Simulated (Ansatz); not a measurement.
# How far is PAW off for YPb3?

```xyz
4
Lattice="4.8230 0.0000 0.0000 0.0000 4.8230 0.0000 0.0000 0.0000 4.8230" Properties=species:S:1:pos:R:3 pbc="T T T"
Y     0.0000    0.0000    0.0000
Pb    0.0000    2.4115    2.4115
Pb    2.4115    0.0000    2.4115
Pb    2.4115    2.4115    0.0000
```

Atoms are numbered in the order listed.

The cell is COD entry 1523308, as deposited and not checked against the literature; nothing was relaxed.

Spin polarisation is left out, and whether a magnetic state lies lower isn't shown here.

Spin–orbit coupling is left out, though it moves levels of the heavy atoms by tenths of an eV or more.

Levels of theory: DFT, PBEsol, PAW with Ansatz's default frozen-core files, scalar-relativistic (Ansatz 0.2.0); DFT, PBEsol, all-electron LAPW, scalar-relativistic (Ansatz 0.2.0).

For PAW: a Γ-centred 8×8×8 k mesh, Fermi–Dirac smearing of 0.08 eV, cutoff 420 eV, no spin polarisation; the PAW files were made with PBE, and the program remakes their frozen cores for this functional. LAPW targets a basis error of 0.5 meV/atom. The Ansatz runs share mesh, smearing and spin set-up. Plane-wave (PAW) pressures include the program's estimate of the Pulay term.

Stress and pressure are positive in compression.

Levels count from the Fermi level.

PAW results:

```csv
quantity,PAW
pressure (GPa),-0.52
highest filled level at X (eV),-0.050
lowest empty level at X (eV),0.932
highest filled level at R (eV),-3.470
lowest empty level at R (eV),0.854
```

Problem. What does all-electron LAPW give for the same quantities?

Solution. 
```json
{"quantity": "pressure (GPa)", "LAPW": "-0.52"}
{"quantity": "highest filled level at X (eV)", "LAPW": "-0.050"}
{"quantity": "lowest empty level at X (eV)", "LAPW": "0.933"}
{"quantity": "highest filled level at R (eV)", "LAPW": "-3.471"}
{"quantity": "lowest empty level at R (eV)", "LAPW": "0.853"}
```
